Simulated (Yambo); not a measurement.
Yambo run on Mg$_{2}$ZnP$_{2}$ (space group P3m1, No. 156). The wavefunctions come from this Quantum ESPRESSO step (PBEsol, PseudoDojo standard norm-conserving files, scalar-relativistic):

```
&CONTROL
  calculation = 'nscf'
  pseudo_dir = './pseudo'
  outdir = './out'
/
&SYSTEM
  ibrav = 0
  nat = 5
  ntyp = 3
  ecutwfc = 84.0
  ecutrho = 336.0
  occupations = 'fixed'
  force_symmorphic = .true.
  nbnd = 177
/
&ELECTRONS
  conv_thr = 5e-09
  diago_full_acc = .true.
  diago_thr_init = 1e-08
/
ATOMIC_SPECIES
Mg 24.3050 Mg.upf
P 30.9738 P.upf
Zn 65.3800 Zn.upf
CELL_PARAMETERS angstrom
  4.014070176000   0.000000000000   0.000000000000
 -2.007035088000   3.476286745000   0.000000000000
  0.000000000000   0.000000000000   6.543880000000
ATOMIC_POSITIONS crystal
Mg   0.666666667000   0.333333333000   0.634150000000
Mg   0.333333333000   0.666666667000   0.994270000000
P   0.000000000000   0.000000000000   0.766710000000
P   0.666666667000   0.333333333000   0.243450000000
Zn   0.000000000000   0.000000000000   0.361420000000
K_POINTS automatic
3 3 2 0 0 0
```

Yambo input:

```
rim_cut
gw0
dyson
el_el_corr
HF_and_locXC
ppa
em1d
RandQpts= 1000000
RandGvec= 1 Ry
EXXRLvcs= 84 Ry
VXCRLvcs= 336 Ry
Chimod= "HARTREE"
% BndsRnXp
 13 | 176 |
%
NGsBlkXp= 8 Ry
% LongDrXp
 1.0 | 1.0 | 1.0 |
%
PPAPntXp= 27.2114 eV
% GbndRnge
 1 | 176 |
%
GTermKind= "BG"
DysSolver= "n"
ExtendOut
% QPkrange
 1 | 1 | 25 | 26 |
 2 | 2 | 25 | 26 |
 5 | 5 | 25 | 26 |
 6 | 6 | 25 | 26 |
%
```

k points by index: 1 = Γ, 2 = A, 5 = K, 6 = H.

Resulting energies as the program prints them:

```
#    K-point    Band    Eo [eV]    E [eV]    E-Eo [eV]    Vxc [eV]    Vnlxc [eV]    Sc|Eo [eV]    Sc|E [eV]    dSc/dw|Eo [eV]    Re(Z)    Im(Z)
#
    1    25    0.000000    -0.535668    -0.535668    -12.49494    -14.18310    0.992445    1.152492    -8.128921    0.769978    -0.001623
    1    26    1.286252    1.545716    0.259464    -11.64996    -7.259759    -4.058784    -4.130738    -7.542381    0.782973    -0.001572
    2    25    -0.393071    -1.004022    -0.610950    -13.40412    -15.76894    1.570467    1.753869    -8.167136    0.769146    -0.001641
    2    26    1.971607    2.262995    0.291387    -11.41771    -6.802576    -4.243048    -4.323747    -7.532340    0.783200    -0.001591
    5    25    -2.425785    -3.000466    -0.574682    -12.06586    -14.86576    2.044025    2.225217    -8.577303    0.760330    -0.001879
    5    26    1.170367    1.366798    0.196431    -9.909577    -6.093015    -3.570173    -3.620132    -6.916296    0.797338    -0.001545
    6    25    -1.126352    -1.717647    -0.591295    -11.85871    -14.13351    1.503421    1.683505    -8.285891    0.766573    -0.001691
    6    26    1.896377    2.125084    0.228707    -10.95055    -6.898676    -3.762035    -3.823169    -7.269602    0.789168    -0.001556
```
(The two width columns are left out.) Convergence of these settings isn't established.

Geometry of the Materials Project entry, not relaxed at this level.

The structure is a Materials Project entry; no match was found in the copy of COD used, and its stability was not checked.
